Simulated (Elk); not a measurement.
An Elk run on Cr with settings drawn from a wide range, so not all are converged; totals and levels move with the basis, and no second program has checked them. Theory: Elk 11.2.3 with local patches, DFT, Wu-Cohen GGA, all-electron APW+lo, Dirac cores, scalar-relativistic bands with second-variational spin-orbit coupling. Elk's input is in atomic units.

Command: `OMP_NUM_THREADS=1 elk` The run took 0.02 s on 1 thread of Arm Neoverse V1 (shared host), peak memory 0.03 GiB.

```
tasks
  0
  110
  115
  15
  195

xctype
  26

rgkmax
  8.5

gmaxvr
  16

lmaxapw
  9

lmaxo
  5

lmaxi
  2

nrmtscf
  1.5

nempty
  8

epspot
  1e-05

epsengy
  0.0001

maxscl
  100

swidth
  0.004

stype
  0

lradstp
  4

mixtype
  3

hmaxvr
  4

reducebf
  0.5

spinpol
  .true.

cmagz
  .true.

tforce
  .true.

spinorb
  .true.

sppath
  './'

avec
  5.68423627973 0.00000000000 0.00000000000
  0.00000000000 5.68423627973 0.00000000000
  0.00000000000 0.00000000000 5.68423627973

atoms
  1
  'Cr.in'
  2
  0.000000000000 0.000000000000 0.000000000000   0.000 0.000 1.000
  0.500000000000 0.500000000000 0.500000000000   0.000 0.000 -1.000

ngridk
  11 11 11
```

Muffin-tin radii in the species files: Cr 2.01 bohr.

Structure from Materials Project entry mp-90 (possibly hypothetical), not relaxed further. The listed cell was then made from it by scaling, straining or moving an atom.

Task: What does the run give?

Result: It refused before any iteration.
```
Error(init0): requested spin-polarised run with spin-unpolarised
 exchange-correlation functional
```
